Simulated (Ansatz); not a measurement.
SnOS as a Janus 2H monolayer was relaxed with 5 functionals in the PAW code Ansatz, cell and atoms free, the symmetry of the start kept (meshes: PBE 12×12×1, r2SCAN 12×12×1, PBEsol 12×12×1, LDA 12×12×1, HSE06 6×6×1). No spin polarisation. The prototype was imposed, so other structures may be more stable.

The r2SCAN result:
```
Sn O S
1.0
     3.32716    0.00000    0.00000
    -1.66358    2.88140    0.00000
     0.00000    0.00000   29.50657
Sn O S
1 1 1
Direct
  0.33333 0.66667 0.31171
  0.66667 0.33333 0.34867
  0.66667 0.33333 0.25467
```
Two periodic directions, a and b.

In-plane lattice: a = 3.327 Å, b = 3.327 Å, γ = 120.0°; thickness between the outer nuclei 2.77 Å. Sn has 3 O at 2.21 Å and 3 S at 2.55 Å; O has 3 Sn at 2.21 Å; S has 3 Sn at 2.55 Å.

Q: How does the cell change with HSE06?

A: a = 3.318 Å; the area differs by -0.6 % from r2SCAN's. Around Sn lie 3 O at 2.20 Å and 3 S at 2.54 Å; around O lie 3 Sn at 2.20 Å; around S lie 3 Sn at 2.54 Å.

Q: How does the cell change with PBEsol?

A: a = 3.314 Å; the area differs by -0.8 % from r2SCAN's. Sn has 3 O at 2.20 Å and 3 S at 2.56 Å; O has 3 Sn at 2.20 Å; S has 3 Sn at 2.56 Å.

Q: Held at the r2SCAN cell, what mean stress do LDA and PBE find, and does its sign point to their own minimum?

A: Yes. LDA -1.92 N/m, and its relaxed area is -2.4 % from r2SCAN's; PBE +1.85 N/m, and its relaxed area is +2.0 % from r2SCAN's. Compression counts positive, so a positive stress asks for a larger cell.

The cell is metallic with PBEsol, LDA, and these meshes limit the relaxed cells of a metal. A gap that a hybrid shows on its coarser mesh alone may close between the points.

The runs are scalar-relativistic, without spin-orbit coupling.

For some runs the program warns that the potential is rough where the density is thin, which bears on empty states near the vacuum.
